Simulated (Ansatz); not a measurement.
MgO (rock salt), relaxed with r²SCAN (Ansatz, a program for electronic structure, plane waves, PAW): a = 4.204 Å, b = 4.204 Å, c = 4.204 Å, α = 90.00°, β = 90.00°, γ = 90.00°.

* **gap (eV)**: 5.68
* **B₀ by P(V) fit (GPa)**: 167

### Question
The same phase is relaxed and computed with HSE06 in the same code. What are the cell and these values now?

### Answer
a = 4.2018 Å, b = 4.2018 Å, c = 4.2018 Å, α = 90.00°, β = 90.00°, γ = 90.00°.

- gap (eV) = 6.56
- B₀ by P(V) fit (GPa) = 167

All cells were relaxed under the symmetry of their starts (and spin orders); stability against distortions was not tested throughout.

Potentials: the later of the program's two PAW sets.

Ansatz is a plane-wave DFT program.
